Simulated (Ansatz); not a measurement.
Level of theory: Ansatz, DFT PBE, scalar-relativistic, plane waves, PAW. Settings: cutoff 420 eV, Γ-centred meshes spaced at most about 0.3 Å⁻¹ (2π included), Gaussian smearing. No spin polarisation in the final relaxations.

All energies are static (0 K, no zero-point motion).

Compare these two cells of MgCd₂S₃, each relaxed at this level.

A.

```yaml
crystal:
  lattice:
    - [3.82614, 0.00000, 0.00000]
    - [-1.91307, 3.31353, 0.00000]
    - [0.00000, 0.00000, 9.37890]
  atoms:
    - { symbol: Mg, position: [0.00000, 0.00000, 0.50000] }
    - { symbol: Cd, position: [0.66667, 0.33333, 0.82876] }
    - { symbol: Cd, position: [0.33333, 0.66667, 0.17124] }
    - { symbol: S, position: [0.33333, 0.66667, 0.65576] }
    - { symbol: S, position: [0.66667, 0.33333, 0.34424] }
    - { symbol: S, position: [0.00000, 0.00000, 0.00000] }
```

B.

```yaml
crystal:
  lattice:
    - [4.14860, 0.00000, 0.00000]
    - [-2.07430, 3.59279, 0.00000]
    - [0.00000, 0.00000, 20.16663]
  atoms:
    - { symbol: Mg, position: [0.66667, 0.33333, 0.50220] }
    - { symbol: Mg, position: [0.66667, 0.33333, 0.83133] }
    - { symbol: Cd, position: [0.33333, 0.66667, 0.99755] }
    - { symbol: Cd, position: [0.33333, 0.66667, 0.33950] }
    - { symbol: Cd, position: [0.33333, 0.66667, 0.66871] }
    - { symbol: Cd, position: [0.66667, 0.33333, 0.16831] }
    - { symbol: S, position: [0.33333, 0.66667, 0.12495] }
    - { symbol: S, position: [0.33333, 0.66667, 0.46688] }
    - { symbol: S, position: [0.33333, 0.66667, 0.79600] }
    - { symbol: S, position: [0.66667, 0.33333, 0.29578] }
    - { symbol: S, position: [0.66667, 0.33333, 0.62483] }
    - { symbol: S, position: [0.66667, 0.33333, 0.95396] }
```

Question: Which form is favoured at zero pressure, and by what margin per atom?

Answer: B is lower, by 98 meV/atom. A has Mg and Cd ordered on rock salt sites, space group P-3m1 (No. 164), 19.8 Å³/atom and a gap of 0.92 eV on its mesh; B has Mg and Cd ordered on wurtzite sites, space group P3m1 (No. 156), 25.0 Å³/atom and a gap of 1.53 eV. Counting S atoms around Cd and Mg (those within 1.25 times the shortest such distance or 1.15 times the sum of covalent radii, 1.27 where that leaves under three), A has Mg 6, Cd 6 and B has Mg 4, Cd 4. The lower one is the more open, so pressure narrows the difference. In A, around Mg lie 6 S at 2.65 Å; around Cd lie 6 S at 2.73–2.74 Å; S on a site of symmetry 3m is surrounded by 3 Mg at 2.65 Å and 3 Cd at 2.74 Å; 1 more site not described. In B, Mg on its first site is surrounded by 4 S at 2.47–2.50 Å; Cd on its first site has 4 S at 2.55–2.57 Å; S on its first site has 4 Cd at 2.55–2.57 Å; 9 more sites not described. Both come from invented guesses.

Kohn–Sham gaps at this level usually fall short of measured ones. With atoms moved at random, P-3m1 came back. Other cells relaxed within their symmetry can be saddle points.
